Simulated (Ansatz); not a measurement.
Relaxed-ion elastic tensor of ZnInGaO$_{4}$ in space group R3m (No. 160; Pearson symbol hR7) in GPa (Voigt order), DFT-PBEsol in the program Ansatz with PAW potentials; density 6.38 g/cm³, 11.67 Å³ per atom.

```json
[
 {"": "1", "1": "251", "2": "140", "3": "125", "4": "-8.6", "5": "0.0", "6": "0.0"},
 {"": "2", "1": "140", "2": "251", "3": "125", "4": "8.6", "5": "0.0", "6": "0.0"},
 {"": "3", "1": "125", "2": "125", "3": "258", "4": "0.0", "5": "0.0", "6": "0.0"},
 {"": "4", "1": "-8.6", "2": "8.6", "3": "0.0", "4": "60.8", "5": "0.0", "6": "0.0"},
 {"": "5", "1": "0.0", "2": "0.0", "3": "0.0", "4": "0.0", "5": "60.8", "6": "-8.6"},
 {"": "6", "1": "0.0", "2": "0.0", "3": "0.0", "4": "0.0", "5": "-8.6", "6": "55.7"}
]
```

Q: Is the crystal mechanically stable?

A: Yes: the smallest eigenvalue of C is 49.3 GPa.

Q: Work out the Voigt, Reuss and Hill averages.

A: K_V = 171, K_R = 171, K_H = 171; G_V = 60.1, G_R = 58.8, G_H = 59.5 GPa.

Q: Give Young's modulus, Poisson's ratio, Pugh's ratio and the universal anisotropy index.

A: E = 9KG/(3K + G) = 160 GPa; ν = 0.34; K/G = 2.88 (ductile by the Pugh limit of 1.75); A_U = 5G_V/G_R + K_V/K_R − 6 = 0.12.

Q: Estimate the sound speeds and the Debye temperature.

A: v_l = √((K + 4G/3)/ρ) = 6270 m/s, v_t = √(G/ρ) = 3050 m/s, mean 3430 m/s; Θ = (h/k)(3n/4πV)^(1/3) v_m = 450 K.

Q: Solve the Christoffel equation for the three sound speeds along x, y, z.

A: Eigenvalues of C_ijkl n_j n_l equal ρv² (piezoelectric stiffening left out). In km/s, slowest first: x 2.78, 3.25, 6.28; y 2.96, 3.08, 6.28; z 3.09, 3.09, 6.36.

Q: How much does each axis shrink under pressure?

A: Linear compressibilities β_i = Σ_j S_ij (j = 1 to 3): x 1.9, y 1.9, z 2.0 per TPa.

Symmetry was held in the PBEsol relaxation.

Potentials: the earlier of the program's two PAW sets. The files were generated under PBE; for other functionals the program regenerates the frozen cores, and for LDA and PBEsol the local potential too.
